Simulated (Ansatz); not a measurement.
InAs (zincblende type), DFT, r2SCAN, PAW with Ansatz's default frozen-core files, scalar-relativistic (Ansatz 0.2.0), on 1 thread of AMD EPYC 9R45 96-Core Processor (Zen 5) (shared host).

Command: `ansatz run input.yaml --threads 1 --pin off --max-ram 2048MiB --backend cpu --events-out ev --progress --plain --runs-dir out`

```yaml
crystal:
  lattice:
    - [0.0, 2.5030314181, 2.5030314181]
    - [2.5030314181, 0.0, 2.5030314181]
    - [2.5030314181, 2.5030314181, 0.0]
  atoms:
    - { symbol: In, position: [0.0, 0.0, 0.0] }
    - { symbol: As, position: [0.25, 0.25, 0.25] }
kpoints:
  mp_grid: { grid: [11, 11, 11] }
  band_path:
    path:
      - [0.0, 0.0, 0.0]
      - [-0.5, -0.5, 0.0]
      - [-0.375, -0.375, 0.25]
      - [-0.375, 0.0, 0.375]
      - [0.0, 0.0, 0.0]
      - [0.0, 0.0, 0.5]
      - [-0.5, -0.25, 0.25]
      - [-0.5, -0.5, 0.0]
    npoints: 8
scf:
  occupations: { method: fermi_dirac, width: 0.1 }
hamiltonian:
  xc: r2scan
  pseudopotentials: { kind: paw }
output:
  forces: true
  stress: true
  eigenvalues: true
  populations: true
  dos: { projected: true, de: 0.2, e_range: [-14, 8] }
```

(1) How large is the problem that the program sets up?

(2) About how long does it take?

Results:

(1) 56 irreducible k-points, 821 plane waves at Γ, 18 bands.

(2) 3.2 s of wall time for 6 SCF iterations. Times on shared machines scatter by tens of per cent.
